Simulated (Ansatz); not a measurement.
Theory: DFT PBE+D3(BJ), scalar-relativistic, plane waves, PAW in Ansatz. The final run on the 7-atom cell used 420 eV, a Γ-centred 12×12×4 mesh, 0.10 eV smearing and no spin polarisation.

The zero of energy is the elements' standard structures at the same level; no fitted shifts are applied.

Question: Suggest a trial structure for a hexagonal metal made of Cs, S and Ta, with a formation energy near −1.10 eV/atom and about 21 Å³ per atom, in a cell of 7 atoms.

Answer: CsTa₂S₄, space group P-6m2 (No. 187). Around Cs lie 6 S at 3.27 Å and 6 Cs at 3.41 Å; Ta has 6 S at 2.48–2.50 Å; S on its first site has 3 Ta at 2.48 Å; S on its second site has 3 Ta at 2.50 Å, 1 S at 3.05 Å and 3 Cs at 3.27 Å.

```
Cs Ta S
1.0
     3.41077    0.00000    0.00000
    -1.70539    2.95382    0.00000
     0.00000    0.00000   14.66342
Cs Ta S
1 2 4
Direct
  0.33333 0.66667 0.00000
  0.00000 0.00000 0.71627
  0.00000 0.00000 0.28373
  0.66667 0.33333 0.61389
  0.66667 0.33333 0.82163
  0.66667 0.33333 0.17837
  0.66667 0.33333 0.38611
```

The volume per atom is 21.1 Å³. The density is 7.0 g/cm³. The formation energy is −1.10 eV/atom and the gap on the 12×12×4 mesh of the 7-atom cell is 0 eV (a metal).

It was reached by relaxing an invented guess, and it needn't be the stable form of this composition. Other answers may fit too; this one was computed.

These runs have no spin–orbit coupling, which can matter for Ta. An odd number of electrons in the primitive cell allows no gap without spin; a larger cell or a magnetic state could open one. A structure relaxed within its symmetry needn't be a true minimum.
